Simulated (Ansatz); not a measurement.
In2Ge2O7:
```cif
data_Ge2In2O7
_chemical_formula_sum 'In2 Ge2 O7'
_space_group_name_H-M_alt 'P 1'
_space_group_IT_number 1
_cell_length_a 5.54342
_cell_length_b 5.54342
_cell_length_c 4.96056
_cell_angle_alpha 82.779
_cell_angle_beta 97.221
_cell_angle_gamma 73.772
loop_
_space_group_symop_operation_xyz
  'x, y, z'
loop_
_atom_site_label
_atom_site_type_symbol
_atom_site_fract_x
_atom_site_fract_y
_atom_site_fract_z
_atom_site_occupancy
In1 In 0.69296 0.69296 0.00000 1
In2 In 0.30704 0.30704 0.00000 1
Ge1 Ge 0.76312 0.23688 0.59426 1
Ge2 Ge 0.23688 0.76312 0.40574 1
O1 O 0.07385 0.59270 0.21185 1
O2 O 0.92615 0.40730 0.78815 1
O3 O 0.59270 0.07385 0.78815 1
O4 O 0.40730 0.92615 0.21185 1
O5 O 0.00000 0.00000 0.50000 1
O6 O 0.41308 0.58692 0.72664 1
O7 O 0.58692 0.41308 0.27336 1
```

Relaxed with PBEsol.

**Question.** Give the optical modes at the zone centre with their infrared activity from DFPT, PBEsol in the plane-wave PAW code Ansatz.

**Answer.** Transverse frequencies, without the LO–TO term; a row sums one degenerate level.

| ω (cm⁻¹) | degeneracy | IR ((D/Å)²/amu) | activity | symmetry |
|---|---|---|---|---|
| 66i | 1 | 4.06 | IR | Bu |
| 31 | 1 | 2.34 | IR | Au |
| 110 | 1 | 0.00 | IR-inactive | Bg |
| 127 | 1 | 0.00 | IR-inactive | Bg |
| 148 | 1 | 1.62 | IR | Bu |
| 153 | 1 | 0.00 | IR-inactive | Ag |
| 170 | 1 | 0.00 | IR-inactive | Bg |
| 178 | 1 | 2.67 | IR | Au |
| 205 | 1 | 18.95 | IR | Bu |
| 250 | 1 | 7.10 | IR | Bu |
| 257 | 1 | 0.00 | IR-inactive | Ag |
| 263 | 1 | 0.05 | IR | Au |
| 286 | 1 | 0.00 | IR-inactive | Ag |
| 291 | 1 | 2.31 | IR | Bu |
| 294 | 1 | 0.00 | IR-inactive | Ag |
| 322 | 1 | 0.00 | IR-inactive | Bg |
| 361 | 1 | 0.00 | IR-inactive | Ag |
| 381 | 1 | 0.00 | IR-inactive | Bg |
| 399 | 1 | 14.15 | IR | Au |
| 453 | 1 | 28.53 | IR | Bu |
| 473 | 1 | 0.00 | IR-inactive | Bg |
| 488 | 1 | 0.00 | IR-inactive | Ag |
| 518 | 1 | 6.06 | IR | Au |
| 686 | 1 | 40.81 | IR | Bu |
| 695 | 1 | 29.77 | IR | Au |
| 711 | 1 | 3.52 | IR | Bu |
| 761 | 1 | 0.00 | IR-inactive | Ag |
| 773 | 1 | 0.00 | IR-inactive | Bg |
| 790 | 1 | 0.00 | IR-inactive | Ag |
| 978 | 1 | 18.47 | IR | Bu |

**Question.** How high does the top mode go among those that the LO–TO term moves?

**Answer.** 1017 cm⁻¹ for q along x, 791 cm⁻¹ for q along y, 984 cm⁻¹ for q along z.

Space group C2/m. The first step of the workflow began from a Materials Project structure, measured or hypothetical; the Crystallography Open Database files this formula in space group No. 12, but the cells were not matched. Its standing as an ambient phase is unchecked. The cell was relaxed with PBEsol under the symmetry of its start. At this level the phase is dynamically unstable (imaginary phonons).

Potentials: the later of the program's two PAW sets.
